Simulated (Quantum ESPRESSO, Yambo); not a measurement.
G0W0 results for CdZnS₂

```
CdZnS2
1.0
    3.93567     0.00000     0.00000
   -1.96784     3.40839     0.00000
    0.00000     0.00000     6.51847
S Zn Cd
2 1 1
Cartesian
  0.00000   2.27226   5.81443
  0.00000   0.00000   2.30761
  0.00000   0.00000   6.51235
  0.00000   2.27226   3.30436
```

Cell and atoms were relaxed with PBEsol from Materials Project entry mp-1215475, within its symmetry.

Starting point: PBEsol (pw.x of Quantum ESPRESSO, ONCV potentials, scalar-relativistic). G0W0 in Yambo: 3×3×2 Γ-centred k mesh, bands 9 to 179 and a 8 Ry block in the screening, 179 bands in G with the Bruneval-Gonze terminator, plasmon pole fitted at 27.2 eV.

* **PBEsol gap along the band path**: 1.33 eV
* **PBEsol gap between the mesh's edge points (Γ → Γ)**: 1.33 eV
* **G0W0 gap between the same points**: 2.53 eV

```
k point  band  E PBEsol (eV)  E QP (eV)  shift (eV)     Z
-------  ----  -------------  ---------  ----------  ----
Γ          VB           0.00      -0.85       -0.85  0.79
Γ          CB           1.33       1.69        0.36  0.81
A          VB          -0.26      -1.11       -0.85  0.79
A          CB           2.67       3.07        0.40  0.81
K          VB          -1.91      -2.81       -0.91  0.78
K          CB           4.04       4.26        0.22  0.82
H          VB          -1.34      -2.19       -0.85  0.78
H          CB           4.10       4.67        0.57  0.81
```

Energies count from the PBEsol valence-band maximum.

Nearest settings tried, and what they do to the gap: 116 bands in G: +2 meV; 116 bands in W, 116 bands in G: +17 meV; 7 Ry block (197 vectors against 251): -17 meV; 3×3×1 mesh: -143 meV. So the settings aren't converged at that level. The k mesh is coarse.

Spin-orbit splittings are left out.

The structure is a Materials Project entry; no match was found in the copy of COD used, and its stability was not checked.
